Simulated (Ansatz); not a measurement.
ScAg (CsCl type, Pm-3m), DFT-PBE in the program Ansatz with PAW potentials, all energies at zero smearing, with the estimated change up to a 700 eV cutoff added, with one set of potentials and settings (totals compare only within such a set). Cell of 2 atoms (1 Sc, 1 Ag): -9726.950 eV.

```json
[
 {"element": "Sc", "reference phase": "P6_3/mmc, 2 atoms in the cell", "E (eV/atom)": "-2135.8097"},
 {"element": "Ag", "reference phase": "R-3m, 3 atoms in the cell", "E (eV/atom)": "-7590.5531"}
]
```

Formation energy per atom, worked out: (-9726.950 − 1×(-2135.8097) − 1×(-7590.5531))/2 = -0.293 eV/atom (-28 kJ per mol of atoms), at 0 K, without zero-point energy or fitted corrections.

The workflow started from an entry of the Crystallography Open Database (COD). Whether it is the stable phase at ambient conditions was not checked. The PBE relaxation kept the symmetry of its start; whether a distortion lowers the energy is not shown. No spin polarisation was allowed. The references are the lowest solids computed at this level, not always the standard phases.

Potentials: the later of the program's two PAW sets.
